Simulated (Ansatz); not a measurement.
CuCl:
```
CuCl
1.0
    0.00000     2.60388     2.60388
    2.60388     0.00000     2.60388
    2.60388     2.60388     0.00000
Cu Cl
1 1
Direct
  0.00000   0.00000   0.00000
  0.75000   0.75000   0.75000
```

x, y and z are the axes in which the lattice vectors are written.

Question: Give the proper piezoelectric stress tensor with relaxed ions from LDA (plane waves, PAW; program Ansatz).

Answer: In C/m², rows x, y, z, Voigt columns; mesh uncertainty up to 0.01.
```
 0.00   0.00   0.00  -0.41   0.00   0.00
 0.00   0.00   0.00   0.00  -0.41   0.00
 0.00   0.00   0.00   0.00   0.00  -0.41
```

The elastic tensor of the same run (GPa):

```
83.7  69.7  69.7   0.0   0.0   0.0
69.7  83.7  69.7   0.0   0.0   0.0
69.7  69.7  83.7   0.0   0.0   0.0
 0.0   0.0   0.0  18.1   0.0   0.0
 0.0   0.0   0.0   0.0  18.1   0.0
 0.0   0.0   0.0   0.0   0.0  18.1
```

Question: Convert to strain constants d = e·S.

Answer: In pC/N:
```
  0.0    0.0    0.0  -22.7    0.0    0.0
  0.0    0.0    0.0    0.0  -22.7    0.0
  0.0    0.0    0.0    0.0    0.0  -22.7
```

Space group F-43m (zinc blende). The cell was relaxed with LDA under the symmetry of its start; phonons on a q-mesh show no instability. The run is not spin-polarised.

Potentials: the later of the program's two PAW sets.
